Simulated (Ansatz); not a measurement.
## A plane-wave run on BeBrO

The input, for Ansatz 0.2.0 (plane waves, PAW):

```yaml
crystal:
  lattice:
    - [3.564678, 0.0, 0.0]
    - [0.0, 3.564678, 0.0]
    - [0.0, 0.0, 6.842893]
  atoms:
    - { symbol: Be, position: [0.0, 0.5, 0.1789] }
    - { symbol: Be, position: [0.5, 0.0, 0.8211] }
    - { symbol: Br, position: [0.0, 0.5, 0.6183] }
    - { symbol: Br, position: [0.5, 0.0, 0.3817] }
    - { symbol: O, position: [0.0, 0.0, 0.0] }
    - { symbol: O, position: [0.5, 0.5, 0.0] }
  symmetry: { tolerance: 0.0003 }
kpoints:
  mp_grid: { grid: [3, 3, 2], shift: [0, 0, 0] }
magnetization:
  spin_polarized: false
scf:
  occupations: { method: gaussian, width: 0.2384 }
hamiltonian:
  pseudopotentials: { kind: paw }
  xc: hse06
basis:
  ecutwfc: 420
  fft_grid_basis: typed
output:
  forces: true
  stress: true
  eigenvalues: true
  bader: true
  populations: true
  elf: true
  write_potential: true
  volumetric_format: npy
  dos:
    e_range: [-12, 8]
    de: 0.05
    projected: { site_lists: { Be: [Be], Br: [Br], O: [O] } }
    method: { smearing: { sigma: 0.1, scheme: gaussian } }
```

Output (shortened):

```
SCF iter   1: F=—  Δρ=4.22e-3  dr2=3.53e-2
SCF iter   2: F=—  Δρ=2.34e-3  dr2=1.18e-2
SCF iter   3: F=—  Δρ=3.77e-4  dr2=1.79e-4
SCF iter   4: F=—  Δρ=7.06e-5  dr2=8.15e-6
SCF iter   5: F=—  Δρ=2.22e-5  dr2=5.72e-7
SCF iter   6: F=—  Δρ=4.99e-6  dr2=3.50e-8
SCF iter   7: F=—  Δρ=1.41e-6  dr2=1.88e-9
SCF iter   8: F=-6881.8762 eV  Δρ=3.68e-7  dr2=2.08e-10
SCF iter   1: F=—  Δρ=7.84e-3  dr2=4.47e-2
SCF iter   2: F=—  Δρ=6.67e-3  dr2=3.19e-2
…
SCF iter   7: F=-6883.5779 eV  Δρ=6.22e-5  dr2=2.92e-6
hybrid outer 1: dexx = +2.774e-2 eV, tail = 5.30e-5 eV
SCF iter   1: F=—  Δρ=5.93e-5  dr2=2.01e-6
SCF iter   2: F=—  Δρ=6.26e-5  dr2=3.11e-6
SCF iter   3: F=—  Δρ=4.74e-5  dr2=1.71e-6  defer=2
SCF iter   4: F=—  Δρ=2.09e-5  dr2=6.87e-7  defer=1
SCF iter   5: F=—  Δρ=1.27e-5  dr2=1.14e-7
SCF iter   6: F=—  Δρ=6.05e-6  dr2=3.01e-8  defer=4
SCF iter   7: F=-6883.5782 eV  Δρ=1.38e-6  dr2=1.41e-9  defer=5
hybrid outer 2: dexx = +2.988e-6 eV, tail = 5.61e-8 eV, Δε = 4.75e-3 eV (about 1.55e-4 eV left of the loop's levels), ΔF = 6.93e-4 eV/Å (tail 2.98e-4)
Free energy (F): -6883.5782 eV
Frozen-core exchange: fock
Harris-Foulkes:  -6883.5782 eV  (|F-HF|=1.01e-9)
Internal energy: -6883.4362 eV  (E = F + TS)
E sigma→0 (E₀):  -6883.5072 eV
Entropy (-TS):   -0.1420 eV (-23.664 meV/atom)
Fermi energy:    4.4329 eV
--- Per-component energies (eV) ---
  E_band       = -64.3197
  E_kinetic    = 635.4552
  E_local      = -1115.9102  (includes V_loc(G=0)·N_el)
  E_nonlocal   = 239.8654
  E_hartree    = 368.4878
  E_xc         = -561.1184
  E_vxc        = -342.1543  (∫ρ·V_xc dr)
  E_exx        = -66.2353  (= α·E_x^exact, valence–valence)
  E_paw        = -5006.4651  (= ΣΔE_a)
  E_vpaw       = -86.0841  (= ΣTr[D̂ρ^β])
  E_aug_tail   = 0.0045  (compensation charges beyond the density's cutoff)
  E_ewald      = -1376.7231
  E_core_change = -0.7969  (= ΣΔE_core)
  E_smearing   = -0.1420  (= −TS)
--- Forces (eV/Å), atoms counted from 1 ---
  atom   1  Be     0.0000     0.0000    -3.5670
  atom   2  Be     0.0000     0.0000     3.5670
  atom   3  Br     0.0000     0.0000     1.1902
  atom   4  Br     0.0000     0.0000    -1.1902
  atom   5  O      0.0000     0.0000     0.0000
  atom   6  O      0.0000     0.0000     0.0000
--- Stress (GPa, compression-positive) ---
      -11.8004       0.0000       0.0000
        0.0000     -11.8004       0.0000
        0.0000       0.0000     -13.1547
  P = ⅓ Tr σ = -12.2519 GPa (-122.519 kbar)
--- Löwdin populations: 6 sites ---
  site symbol       q [e]
     0     Be      0.5148
     1     Be      0.5148
     2     Br      7.3405
     3     Br      7.3405
     4      O      6.8708
     5      O      6.8708
  spilling = 0.0183 (of n_electrons = 30.0000)
```

Origin: a known structure type with other elements, at an estimated volume, so it need not be a known compound. Caveats: the exchange threshold is loose for a stress; the SCF threshold is loose for a stress; many states at the Fermi level without spin polarisation, so a magnetic state may lie lower; hybrid functional on a coarse k mesh; atoms or cell far from equilibrium; wide smearing.
